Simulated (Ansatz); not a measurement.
ZrO2:
Space group Pca2₁ (No. 29); a = 5.2566 Å, b = 5.0500 Å, c = 5.0703 Å, α = β = γ = 90.00°

| atom | site | symmetry | x | y | z |
|---|---|---|---|---|---|
| Zr | 4a | 1 | 0.0313 | 0.2672 | 0.2473 |
| O | 4a | 1 | 0.3672 | 0.0700 | 0.1087 |
| O | 4a | 1 | 0.2321 | 0.5382 | 0.0000 |

Relaxed with PBEsol. PBEsol (plane waves, PAW; program Ansatz) gives a gap of 3.86 eV.

### Question
What gap does HSE06 give on the same cell (Ansatz, PAW)?

### Answer
5.54 eV, 1.68 eV more. The hybrid was solved on a coarser mesh and at special points; the gap given is the minimum over both.

| k | v1 PBEsol | c1 PBEsol | v1 HSE06 | c1 HSE06 |
|---|---|---|---|---|
| Γ | 0.00 | 4.39 | ? | ? |
| X | -0.42 | 4.57 | -0.44 | 6.31 |
| Z | -0.27 | 4.03 | -0.28 | 5.72 |
| U | -0.70 | 4.52 | ? | ? |
| Y | -0.11 | 3.87 | -0.11 | 5.56 |
| S | -0.47 | 4.19 | -0.48 | 5.85 |
| T | -0.38 | 3.97 | ? | ? |
| R | -0.83 | 4.08 | ? | ? |

### Question
Top valence (v1) and lowest conduction level (c1) in eV from each method's valence maximum (which need not be a listed point): supply the withheld HSE06 values.

### Answer

- U, v1 HSE06: -0.73
- U, c1 HSE06: 6.24
- R, v1 HSE06: -0.87
- R, c1 HSE06: 5.78
- T, v1 HSE06: -0.40
- T, c1 HSE06: 5.65
- Γ, v1 HSE06: 0.00
- Γ, c1 HSE06: 6.12

Cost on shared cores: the PBEsol run (SCF on a 5×6×6 mesh, then bands and DOS) roughly 7 core-minutes, the HSE06 run (SCF on 3×3×3, then a few points) very roughly 10 core-minutes; the tasks are unlike.

Space group Pca2_1. The PBEsol relaxation kept the symmetry of its start. The run is not spin-polarised. Scalar-relativistic: spin–orbit coupling is off unless named, which matters more the heavier the elements.

Potentials: the later of the program's two PAW sets.
